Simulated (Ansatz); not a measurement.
InP:
```xyz
6
Lattice="4.1390 0.0000 0.0000 -2.0695 3.5845 0.0000 0.0000 0.0000 9.3516" Properties=species:S:1:pos:R:3 pbc="T T T"
In     2.0718     0.0000     6.2344
In    -1.0359     1.7942     3.1172
In     1.0336     1.7903     0.0000
P      2.0707     0.0000     1.5586
P     -1.0353     1.7933     7.7930
P      1.0342     1.7912     4.6758
```

Relaxed with r²SCAN (plane waves, PAW; program Ansatz). Indices refer to the conventional cell of P6_222, a = b = 4.1390 Å, c = 9.3516 Å, α = β = 90.00°, γ = 120.00°.

Question: Simulate the powder diffraction pattern (Cu Kα, λ = 1.54184 Å; lines above 1 %) up to 2θ = 90°.

Answer: Simulated powder pattern, Cu Kα, λ = 1.54184 Å (kinematic, ideal powder, no thermal factors, no anomalous dispersion; the 30 strongest lines at most, above 1 %, up to 2θ = 90°):

```csv
2θ (°),d (Å),I/Imax (%),hkl
24.84,3.584,23,(1 0 -1 0)
26.63,3.347,51,(1 0 -1 1)
28.64,3.117,16,(0003)
31.45,2.845,100,(1 0 -1 2)
38.26,2.352,5.0,(1 0 -1 3)
43.74,2.069,4.9,(1 1 -2 0)
44.86,2.021,13,(1 1 -2 1)
46.37,1.958,33,(1 0 -1 4)
48.08,1.892,29,(1 1 -2 2)
50.95,1.792,28,(2 0 -2 0)
53.12,1.724,1.9,(1 1 -2 3)
55.41,1.658,6.7,(1 0 -1 5)
59.29,1.559,5.7,(0006)
59.49,1.554,12,(2 0 -2 3)
59.67,1.550,15,(1 1 -2 4)
65.28,1.429,2.8,(1 0 -1 6)
67.50,1.388,3.6,(1 1 -2 5)
69.36,1.355,2.4,(2 1 -3 0)
70.19,1.341,6.4,(2 1 -3 1)
72.66,1.301,17,(2 1 -3 2)
76.03,1.252,2.5,(1 0 -1 7)
76.52,1.245,1.8,(1 1 -2 6)
76.70,1.243,1.2,(2 1 -3 3)
81.15,1.185,2.1,(3 0 -3 1)
81.91,1.176,14,(2 0 -2 6)
82.24,1.172,12,(2 1 -3 4)
83.51,1.158,5.7,(3 0 -3 2)
86.76,1.122,1.8,(1 1 -2 7)
87.84,1.111,5.2,(1 0 -1 8)
89.28,1.097,3.4,(2 1 -3 5)
```

The start of the workflow was typed in or built on a structure type; neither database checked (COD, Materials Project) lists it. It is not the phase usual at ambient conditions (space group No. 216). Symmetry was held in the r²SCAN relaxation; whether a distortion lowers the energy is not shown. Point labels and valley counts follow the cell and symmetry of the run, lower than the named group.

Potentials: the earlier of the program's two PAW sets.
